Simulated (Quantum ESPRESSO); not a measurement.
```cif
data_F6Rb2Si
_chemical_formula_sum 'F6 Si1 Rb2'
_space_group_name_H-M_alt 'P 1'
_space_group_IT_number 1
_cell_length_a 5.90666
_cell_length_b 5.90666
_cell_length_c 5.90666
_cell_angle_alpha 60.000
_cell_angle_beta 60.000
_cell_angle_gamma 60.000
loop_
_space_group_symop_operation_xyz
  'x, y, z'
loop_
_atom_site_label
_atom_site_type_symbol
_atom_site_fract_x
_atom_site_fract_y
_atom_site_fract_z
_atom_site_occupancy
F1 F 0.79623 0.20377 0.79623 1
F2 F 0.20377 0.79623 0.20377 1
F3 F 0.79623 0.20377 0.20377 1
F4 F 0.20377 0.79623 0.79623 1
F5 F 0.79623 0.79623 0.20377 1
F6 F 0.20377 0.20377 0.79623 1
Si1 Si 0.00000 0.00000 0.00000 1
Rb1 Rb 0.75000 0.75000 0.75000 1
Rb2 Rb 0.25000 0.25000 0.25000 1
```

The geometry is that of Materials Project entry mp-10492, symmetrised and not relaxed again.

**Question.** What does norm-conserving PBEsol (Quantum ESPRESSO, 84 Ry, no spin-orbit coupling) give for the electronic structure near the Fermi level?

**Answer.** The PBEsol gap is direct, 7.39 eV at Γ. Another valence extremum on the path lies within 0.02 eV, too close to call. 

The structure is a Materials Project entry; no match was found in the copy of COD used, and its stability was not checked.
